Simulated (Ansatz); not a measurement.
Relaxation of a relaxed Cu cell, doubled along one cell vector, shaken by Gaussian noise of σ = 0.08 Å a coordinate; 4 atoms in the cell, which starts as P1 (No. 1), aP4; a = b = 3.5040 Å, c = 4.8883 Å, α = β = 69.59°, γ = 83.01°. Computed with PBE (plane waves to 420 eV, PAW, scalar-relativistic; Ansatz, a first-principles code). Γ-centred k-mesh 15×8×10 on the run's cell (coarser than for final values), Fermi–Dirac smearing 0.05 eV. This is the first round of the run. 

The optimiser's lines from the output (shortened; P is positive under compression):

```
relax step   1: F+E_penalty+E_count = -26499.26712553 eV  Δ(F+E_penalty+E_count) = +0.000e0 eV  max|allowed force component| = 1.005e0 eV/Å  Δτ_max = 0.0000 Å  P = +1.855 GPa  Ω = 52.720 Å³  (10 SCF iters, dr2 threshold 1.00e-7 eV, accepted)
relax step   2: F+E_penalty+E_count = -26499.37126535 eV  Δ(F+E_penalty+E_count) = -1.041e-1 eV  max|allowed force component| = 6.745e-1 eV/Å  Δτ_max = 0.0344 Å  P = +1.198 GPa  Ω = 52.517 Å³  (7 SCF iters, dr2 threshold 4.00e-7 eV, accepted)
relax step   3: F+E_penalty+E_count = -26499.53830819 eV  Δ(F+E_penalty+E_count) = -1.670e-1 eV  max|allowed force component| = 3.585e-1 eV/Å  Δτ_max = 0.2000 Å  P = +0.198 GPa  Ω = 52.361 Å³  (9 SCF iters, dr2 threshold 4.00e-7 eV, accepted)
relax step   4: F+E_penalty+E_count = -26499.59995640 eV  Δ(F+E_penalty+E_count) = -6.165e-2 eV  max|allowed force component| = 5.406e-1 eV/Å  Δτ_max = 0.1952 Å  P = +0.229 GPa  Ω = 52.356 Å³  (9 SCF iters, dr2 threshold 4.00e-7 eV, accepted)
relax step   5: F+E_penalty+E_count = -26499.74299012 eV  Δ(F+E_penalty+E_count) = -1.430e-1 eV  max|allowed force component| = 2.867e-1 eV/Å  Δτ_max = 0.0405 Å  P = +0.153 GPa  Ω = 51.630 Å³  (7 SCF iters, dr2 threshold 4.00e-7 eV, accepted)
relax step   6: F+E_penalty+E_count = -26499.87785217 eV  Δ(F+E_penalty+E_count) = -1.349e-1 eV  max|allowed force component| = 8.058e-2 eV/Å  Δτ_max = 0.0373 Å  P = +0.384 GPa  Ω = 50.769 Å³  (8 SCF iters, dr2 threshold 4.00e-7 eV, accepted)
relax step   7: F+E_penalty+E_count = -26500.04081397 eV  Δ(F+E_penalty+E_count) = -1.630e-1 eV  max|allowed force component| = 7.580e-2 eV/Å  Δτ_max = 0.0134 Å  P = +0.741 GPa  Ω = 49.649 Å³  (7 SCF iters, dr2 threshold 4.00e-7 eV, accepted)
relax step   8: F+E_penalty+E_count = -26500.21162266 eV  Δ(F+E_penalty+E_count) = -1.708e-1 eV  max|allowed force component| = 1.025e-1 eV/Å  Δτ_max = 0.0115 Å  P = +1.056 GPa  Ω = 48.368 Å³  (7 SCF iters, dr2 threshold 4.00e-7 eV, accepted)
relax step   9: F+E_penalty+E_count = -26500.35624714 eV  Δ(F+E_penalty+E_count) = -1.446e-1 eV  max|allowed force component| = 6.711e-2 eV/Å  Δτ_max = 0.0124 Å  P = +0.924 GPa  Ω = 47.119 Å³  (7 SCF iters, dr2 threshold 4.00e-7 eV, accepted)
relax step  10: F+E_penalty+E_count = -26500.38767960 eV  Δ(F+E_penalty+E_count) = -3.143e-2 eV  max|allowed force component| = 4.307e-3 eV/Å  Δτ_max = 0.0171 Å  P = -1.844 GPa  Ω = 46.975 Å³  (6 SCF iters, dr2 threshold 4.00e-7 eV, accepted)
relax step  11: F+E_penalty+E_count = -26500.39501103 eV  Δ(F+E_penalty+E_count) = -7.331e-3 eV  max|allowed force component| = 9.179e-4 eV/Å  Δτ_max = 0.0011 Å  P = +0.458 GPa  Ω = 46.654 Å³  (6 SCF iters, dr2 threshold 4.00e-7 eV, accepted)
relax step  12: F+E_penalty+E_count = -26500.39647944 eV  Δ(F+E_penalty+E_count) = -1.468e-3 eV  max|allowed force component| = 6.350e-5 eV/Å  Δτ_max = 0.0002 Å  P = -0.189 GPa  Ω = 46.699 Å³  (6 SCF iters, dr2 threshold 4.00e-7 eV, accepted)
relax step  13: F+E_penalty+E_count = -26500.39670932 eV  Δ(F+E_penalty+E_count) = -2.299e-4 eV  max|allowed force component| = 1.288e-4 eV/Å  Δτ_max = 0.0000 Å  P = -0.052 GPa  Ω = 46.685 Å³  (6 SCF iters, dr2 threshold 3.87e-7 eV, accepted)
relax step  14: F+E_penalty+E_count = -26500.39677964 eV  Δ(F+E_penalty+E_count) = -7.032e-5 eV  max|allowed force component| = 5.989e-4 eV/Å  Δτ_max = 0.0002 Å  P = +0.087 GPa  Ω = 46.622 Å³  (6 SCF iters, dr2 threshold 3.10e-8 eV, accepted)
relax step  15: F+E_penalty+E_count = -26500.39676229 eV  Δ(F+E_penalty+E_count) = +1.734e-5 eV  max|allowed force component| = 6.812e-5 eV/Å  Δτ_max = 0.0002 Å  P = -0.002 GPa  Ω = 46.654 Å³  (6 SCF iters, dr2 threshold 3.45e-8 eV, accepted)
relax step  16: F+E_penalty+E_count = -26500.56838977 eV  Δ(F+E_penalty+E_count) = -1.716e-1 eV  max|allowed force component| = 6.995e-5 eV/Å  Δτ_max = 0.0000 Å  P = +5.029 GPa  Ω = 46.654 Å³  stress off target by 1.44e1 GPa  SCF on the basis re-selected at this cell (its energy is not comparable with the rows above)  (11 SCF iters)
relax step  17: F+E_penalty+E_count = -26500.66656265 eV  Δ(F+E_penalty+E_count) = -9.817e-2 eV  max|allowed force component| = 1.802e-1 eV/Å  Δτ_max = 0.0329 Å  P = +3.259 GPa  Ω = 46.932 Å³  (7 SCF iters, dr2 threshold 4.00e-7 eV, accepted)
relax step  18: F+E_penalty+E_count = -26500.73119697 eV  Δ(F+E_penalty+E_count) = -6.463e-2 eV  max|allowed force component| = 3.177e-2 eV/Å  Δτ_max = 0.0271 Å  P = +1.823 GPa  Ω = 47.202 Å³  (7 SCF iters, dr2 threshold 4.00e-7 eV, accepted)
relax step  19: F+E_penalty+E_count = -26500.73805856 eV  Δ(F+E_penalty+E_count) = -6.862e-3 eV  max|allowed force component| = 7.684e-4 eV/Å  Δτ_max = 0.0060 Å  P = -0.456 GPa  Ω = 47.926 Å³  (7 SCF iters, dr2 threshold 4.00e-7 eV, accepted)
relax step  20: F+E_penalty+E_count = -26500.73847309 eV  Δ(F+E_penalty+E_count) = -4.145e-4 eV  max|allowed force component| = 3.696e-4 eV/Å  Δτ_max = 0.0002 Å  P = +0.011 GPa  Ω = 47.767 Å³  (6 SCF iters, dr2 threshold 4.00e-7 eV, accepted)
relax step  21: F+E_penalty+E_count = -26500.73847379 eV  Δ(F+E_penalty+E_count) = -6.940e-7 eV  max|allowed force component| = 6.576e-5 eV/Å  Δτ_max = 0.0000 Å  P = +0.001 GPa  Ω = 47.770 Å³  (6 SCF iters, dr2 threshold 5.43e-9 eV, accepted)
relax step  22: F+E_penalty+E_count = -26500.73954579 eV  Δ(F+E_penalty+E_count) = -1.072e-3 eV  max|allowed force component| = 6.533e-5 eV/Å  Δτ_max = 0.0000 Å  P = +0.038 GPa  Ω = 47.770 Å³  stress off target by 1.25e-1 GPa  SCF on the basis re-selected at this cell (its energy is not comparable with the rows above)  (9 SCF iters)
relax step  23: F+E_penalty+E_count = -26500.73955686 eV  Δ(F+E_penalty+E_count) = -1.107e-5 eV  max|allowed force component| = 2.396e-5 eV/Å  Δτ_max = 0.0000 Å  P = +0.005 GPa  Ω = 47.782 Å³  (6 SCF iters, dr2 threshold 3.88e-8 eV, accepted)
relax step  24: F+E_penalty+E_count = -26500.73956508 eV  Δ(F+E_penalty+E_count) = -8.226e-6 eV  max|allowed force component| = 2.388e-5 eV/Å  Δτ_max = 0.0000 Å  P = +0.005 GPa  Ω = 47.782 Å³  stress off target by 1.73e-2 GPa  SCF on the basis re-selected at this cell (its energy is not comparable with the rows above)  (9 SCF iters)
```

From the first to the last row the energy changes by -0.37 eV/atom and the volume by -9.4 %. The last row is marked as not comparable with the walk above it, whose basis was carried along; it does compare with step 1, since both stand on a basis selected at the nominal cutoff for their own cell.

Energy and pressure jump between steps 15 and 16 at one geometry, where the plane-wave basis was selected anew. While the cell walks, the set of plane waves is carried along, so its effective cutoff drifts with the strain; re-selecting it at 420 eV moved the energy by -0.043 eV/atom and the pressure by 5.0 GPa. Only step 1 and rows on a re-selected basis compare with each other.

Later rounds, restarted from the end of this one on a renewed k-mesh, logged 15 more steps and released under 0.01 eV/atom more. The final structure after all rounds: Fm-3m (No. 225), cF4, fcc (Cu type); a = b = c = 3.6287 Å, α = β = γ = 90.00°. Between re-selections the logged energies stand on a plane-wave basis carried along with the cell. No spin polarisation in the result.

Of the parent cell (I4₁/amd (No. 141)): it is a generated cell of Cu: the first start was made by placing the elements on the sites of a structure type, and the end was not matched to a known phase here, so it may be hypothetical. Known forms of Cu include space group No. 225.
